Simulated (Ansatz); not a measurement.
AlN in space group Pm-3n (No. 223; Al on 6c, N on 6d), a = 5.3288 Å, b = 5.3288 Å, c = 5.3288 Å, α = 90.00°, β = 90.00°, γ = 90.00°.

Relaxed with r²SCAN.

### Question
Which orbitals make up the states near the band edges in plane-wave PAW r²SCAN (Ansatz code)?

### Answer
Top 1 eV of the valence band: N 2p 92 %. Bottom 1 eV of the conduction band: N 2s 29 %, Al 3s 28 %, Al 3p 19 %, N 2p 9 %, outside the projected shells 15 %. Projections are on Löwdin-orthogonalised atomic valence shells; empty p or d shells of many metals are not among them.

### Question
Tabulate the density of states.

### Answer
States/eV per cell of 12 atoms, in 0.25 eV bins, energy from the valence-band maximum.

```csv
E (eV),total,N 2p,Al 3p,Al 3s
-7.85,0.00,0.00,0.00,0.00
-7.60,0.00,0.00,0.00,0.00
-7.35,0.00,0.00,0.00,0.00
-7.10,0.00,0.00,0.00,0.00
-6.85,0.00,0.00,0.00,0.00
-6.60,0.00,0.00,0.00,0.00
-6.35,0.00,0.00,0.00,0.00
-6.10,3.87,2.75,0.42,0.65
-5.85,4.04,2.85,0.44,0.66
-5.60,2.25,1.58,0.24,0.35
-5.35,2.46,1.70,0.33,0.32
-5.10,2.55,1.70,0.42,0.29
-4.85,5.28,3.46,0.85,0.77
-4.60,8.84,5.83,1.42,1.24
-4.35,4.99,3.36,0.84,0.61
-4.10,5.29,3.64,1.04,0.42
-3.85,6.30,4.33,1.21,0.49
-3.60,3.95,2.74,0.77,0.27
-3.35,4.34,3.10,0.78,0.24
-3.10,5.70,4.16,0.92,0.32
-2.85,5.64,4.14,1.13,0.19
-2.60,6.56,4.97,1.14,0.25
-2.35,6.35,4.93,1.03,0.18
-2.10,7.16,5.70,0.96,0.23
-1.85,7.71,6.32,0.95,0.27
-1.60,9.05,7.72,0.93,0.21
-1.35,13.02,11.39,1.19,0.19
-1.10,14.78,13.29,0.98,0.12
-0.85,4.19,3.83,0.21,0.01
-0.60,1.99,1.81,0.10,0.01
-0.35,3.48,3.21,0.15,0.01
-0.10,4.22,3.96,0.15,0.00
0.15,0.00,0.00,0.00,0.00
0.40,0.00,0.00,0.00,0.00
0.65,0.00,0.00,0.00,0.00
0.90,0.00,0.00,0.00,0.00
1.15,0.00,0.00,0.00,0.00
1.40,0.00,0.00,0.00,0.00
1.65,0.00,0.00,0.00,0.00
1.90,0.00,0.00,0.00,0.00
2.15,0.00,0.00,0.00,0.00
2.40,0.00,0.00,0.00,0.00
2.65,0.00,0.00,0.00,0.00
2.90,0.00,0.00,0.00,0.00
3.15,0.03,0.00,0.00,0.01
3.40,0.14,0.01,0.02,0.05
3.65,0.21,0.02,0.04,0.06
3.90,0.32,0.03,0.08,0.07
4.15,0.47,0.06,0.14,0.08
4.40,0.66,0.09,0.25,0.08
4.65,2.87,0.35,1.43,0.19
4.90,3.83,0.49,2.00,0.22
5.15,3.01,0.43,1.59,0.15
5.40,2.26,0.37,1.18,0.10
5.65,1.34,0.25,0.69,0.04
5.90,0.86,0.17,0.44,0.03
6.15,0.88,0.14,0.45,0.04
6.40,1.32,0.14,0.68,0.10
6.65,3.53,0.27,1.54,0.64
6.90,4.07,0.28,1.79,0.80
7.15,6.12,0.37,3.09,0.92
7.40,5.01,0.46,2.42,0.78
7.65,5.42,0.53,2.67,0.78
7.90,5.54,0.43,2.94,0.70
```

The start of the workflow was typed in or built on a structure type; neither database checked (COD, Materials Project) lists it. It is not the phase usual at ambient conditions (space group No. 186, 216). The cell was relaxed with r²SCAN under the symmetry of its start; its stability against distortions is not shown here.

Potentials: the later of the program's two PAW sets.
